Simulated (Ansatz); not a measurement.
Values for one crystal, relaxed and computed with plane-wave PAW PBEsol (Ansatz code); other levels are named.

- Volume per atom = 14.98 Å³
- Electronic character = metallic (no gap)
- Zone-centre stability = no imaginary mode at Γ
- Density of states at the Fermi level = 1.1 states/eV per atom (mean over ±0.08 eV)
- Formation energy from the elements (no fitted shifts) = 222 meV/atom
- Bulk modulus (Birch–Murnaghan fit) = 156 GPa
- Mechanical stability = unstable (C has a negative eigenvalue)

Which compound is it?
A. AlRh, CsCl type
B. MoPd, rock salt
C. AlRu, rock salt
D. AlAg, Cmcm (Ag on 4c, Al on 4c)

C, AlRu, rock salt

Space group Fm-3m (rock salt). The start of the workflow was typed in or built on a structure type; neither database checked (COD, Materials Project) lists it. COD files the formula under space group No. 221. Its standing as an ambient phase is unchecked. The PBEsol relaxation kept the symmetry of its start. No spin polarisation was allowed. Its formation energy is positive at this level, so the cell may be metastable or incomplete. The references are the lowest solids computed at this level, not always the standard phases. Spin–orbit coupling is left out wherever it is not named.

Potentials: the earlier of the program's two PAW sets. The files were generated under PBE; for other functionals the program regenerates the frozen cores, and for LDA and PBEsol the local potential too.
